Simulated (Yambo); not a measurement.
G0W0@PBEsol for SrClF (space group P4/nmm, No. 129) in Yambo. Reference settings: 4×4×2 Γ-centred k mesh, 131 bands and a 6 Ry block in the screening, 131 bands in G with the Bruneval-Gonze terminator, plasmon pole fitted at 27.2 eV. The PBEsol gap Γ → Γ on this mesh is 5.78 eV; G0W0 gaps are taken between the same points.

Gap (Γ → Γ) in eV against the number of bands and the screening block, terminator on:

```json
[
 {"bands (W and G)": "40", "2 Ry": "9.270", "3 Ry": "9.230", "4 Ry": "9.253", "5 Ry": "9.255", "6 Ry": "9.263"},
 {"bands (W and G)": "55", "2 Ry": "8.879", "3 Ry": "8.892", "4 Ry": "8.958", "5 Ry": "8.973", "6 Ry": "8.991"},
 {"bands (W and G)": "77", "2 Ry": "8.665", "3 Ry": "8.702", "4 Ry": "8.809", "5 Ry": "8.838", "6 Ry": "8.866"},
 {"bands (W and G)": "104", "2 Ry": "8.559", "3 Ry": "8.596", "4 Ry": "8.721", "5 Ry": "8.758", "6 Ry": "8.794"},
 {"bands (W and G)": "131", "2 Ry": "8.513", "3 Ry": "8.544", "4 Ry": "8.674", "5 Ry": "8.716", "6 Ry": "8.758"}
]
```

Rough cost of the Yambo step against the reference (shared machines):

```tsv
bands (W and G)	2 Ry	3 Ry	4 Ry	5 Ry	6 Ry
40	1/7	1/6	1/6	1/6	1/5
55	1/4	1/4	1/4	1/3	1/3
77	1/3	1/3	1/2	1/2	~1
104	~1	~1	~1	~1	~1
131	~1	~1	~1	~1	1
```

At the largest block the last step in bands moves the gap by -0.036 eV; at the most bands the last step in the block moves it by 0.042 eV.

Geometry of the Materials Project entry, not relaxed at this level; primitive cell a = 4.1296 Å, b = 4.1296 Å, c = 6.9766 Å, α = 90.00°, β = 90.00°, γ = 90.00°.
